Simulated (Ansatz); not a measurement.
## Bi2S3: the gap from level to level

A database entry relaxed whole under r2SCAN at zero pressure (Pnma, No. 62):

```xyz
20
Lattice="11.6450 0.0000 0.0000 0.0000 4.0008 0.0000 0.0000 0.0000 11.1817" Properties=species:S:1:pos:R:3 pbc="T T T"
Bi    5.5970    1.0002    3.6491
Bi    0.2255    3.0006    9.2400
Bi   11.4195    1.0002    1.9417
Bi    6.0479    3.0006    7.5326
Bi    4.0086    3.0006    0.3675
Bi    1.8139    1.0002    5.9583
Bi    9.8311    3.0006    5.2234
Bi    7.6363    1.0002   10.8142
S     3.3733    1.0002    2.1357
S     2.4492    3.0006    7.7265
S     9.1958    1.0002    3.4552
S     8.2717    3.0006    9.0460
S     6.3775    3.0006    1.4341
S    11.0899    1.0002    7.0249
S     0.5550    3.0006    4.1568
S     5.2675    1.0002    9.7476
S     4.4080    3.0006    4.9597
S     1.4145    1.0002   10.5505
S    10.2305    3.0006    0.6312
S     7.2370    1.0002    6.2220
```

Its volume is 26.05 Å³ an atom, +2.7 % against the entry's 25.36, a cell as deposited in COD (2004).

Single points on this cell with plane-wave PAW DFT (Ansatz 0.2.0; r2SCAN 500 eV, hybrids 420 eV; fermi-dirac occupations of width 0.020 eV; no moments): r2SCAN on a 4×8×4 Γ-centred mesh; r2SCAN with spin-orbit coupling on a 2×6×2 Γ-centred mesh; HSE06 on a 2×6×2 Γ-centred mesh; PBE0 on a 2×6×2 Γ-centred mesh.

Q: What does each level give for gap and charges?

A: The runs give:

| level | gap (eV), or kind | pressure (GPa) | Bader charge of Bi (e) | Bader charge of S (e) |
| --- | --- | --- | --- | --- |
| r2SCAN | 1.71 | 0.0 | +1.36 | -0.91 |
| r2SCAN with spin-orbit coupling | 1.21 | 0.4 | +1.28 | -0.85 |
| HSE06 | its mesh misses the band edges | -0.9 | +1.39 | -0.92 |
| PBE0 | its mesh misses the band edges | -1.0 | +1.40 | -0.93 |

Under r2SCAN the gap is 1.71 eV, over mesh and band path. Spin-orbit coupling moves the r2SCAN gap by -0.50 eV.

Caveats: the relaxation kept the start's symmetry; hybrid pressures are good to a few tenths of a GPa; no dispersion correction, so weakly bound layers or chains stand too far apart and gaps read wide; pressure is positive in compression.
